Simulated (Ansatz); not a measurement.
Calculated ¹¹⁹Sn Mössbauer parameters for Sr₄SnN₄

Cell: a Materials Project structure (computed, not necessarily an observed phase), taken as it stands.

Space group P-1 (No. 2); a = 6.4723, b = 6.5340, c = 9.6390 Å, α = 71.38°, β = 79.42°, γ = 67.90°.

| site | Wyckoff | site symmetry | x | y | z |
| --- | --- | --- | --- | --- | --- |
| Sr1 | 2i | 1 | 0.7706 | 0.5772 | 0.1761 |
| Sr3 | 2i | 1 | 0.7416 | 0.2302 | 0.9813 |
| Sr5 | 2i | 1 | 0.7290 | 0.4884 | 0.5695 |
| Sr7 | 2i | 1 | 0.2322 | 0.9567 | 0.6062 |
| Sn | 2i | 1 | 0.7151 | 0.8483 | 0.7567 |
| N11 | 2i | 1 | 0.9797 | 0.7002 | 0.6085 |
| N13 | 2i | 1 | 0.8923 | 0.8327 | 0.9262 |
| N15 | 2i | 1 | 0.5137 | 0.6299 | 0.8057 |
| N17 | 2i | 1 | 0.4935 | 0.8208 | 0.3671 |

One atom of each set is listed.

The numbers come from a DFT calculation in Ansatz (PBE, plane waves and PAW, scalar-relativistic, 420 eV cutoff, Γ-centred 5×5×3 k-points, Fermi–Dirac smearing 0.02 eV).

Isomer shifts (against SnO₂) follow from the electron density at the nucleus, δ = α(ρ − ρ₀), with α = 0.099 mm s⁻¹ a₀³ and ρ₀ = 183191.44 a₀⁻³ from a line fitted to 8 measured compounds at this level of theory (rms miss 0.12 mm/s). ΔE_Q = ½eQV_zz(1 + η²/3)^½ with Q = -0.132 b for the 23.9 keV state.

Task: What would the ¹¹⁹Sn spectrum's parameters be?

Result: 

```
site  atoms         first shell  ρ − ρ₀ (a₀⁻³)  δ (mm/s)  ΔE_Q (mm/s)     η
  Sn      2  4 N at 2.12–2.17 Å            9.9      0.98         0.43  0.47
```

The shift of Sn is between ionic Sn(IV) and covalent tin.

Without spin–orbit coupling (the program notes it for Sn) the gradients can shift somewhat, as the gap is small.

The run took 1.7 min of wall time (1.7 min of CPU time) and 1.1 GiB at its peak, on 1 thread of Arm Neoverse V2 (aarch64; 8 cores open to the job, memory cap 2.5 GiB, no GPU), a shared host with a load of 0.9 a core.
